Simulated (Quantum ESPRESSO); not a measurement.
```yaml
crystal:
  lattice:
    - [0.00000, 3.21866, 3.21866]
    - [3.21866, 0.00000, 3.21866]
    - [3.21866, 3.21866, 0.00000]
  atoms:
    - { symbol: Na, position: [0.00000, 0.00000, 0.00000] }
    - { symbol: I, position: [0.50000, 0.50000, 0.50000] }
```
The geometry is a computed Materials Project entry, not a measured one. It is NaI in Fm-3m. Stability against distortions was not tested.

With PBE (σ by GIPAW in a modified build of Quantum ESPRESSO; JTH PAW datasets, 30 Ha):

```tsv
quantity	PBE
σ_iso Na (ppm)	543.1
σ_iso I (ppm)	4787.2
```

These are absolute shieldings with no macroscopic susceptibility term; δ = σ_ref − σ needs a reference computed alike. In our sweeps, cutoffs and meshes of this size left a few ppm, and up to some 20 ppm on atoms from Zn on. No spin–orbit coupling; I is the heaviest element present. The datasets of Na, I hold no d projectors, which limits absolute σ on these atoms.

Task: What does the LDA, on its own JTH datasets and the same geometry, give?

Result: 
```
quantity           LDA  LDA − PBE
--------------  ------  ---------
σ_iso Na (ppm)   535.1       -8.0
σ_iso I (ppm)   4647.4     -139.8
```
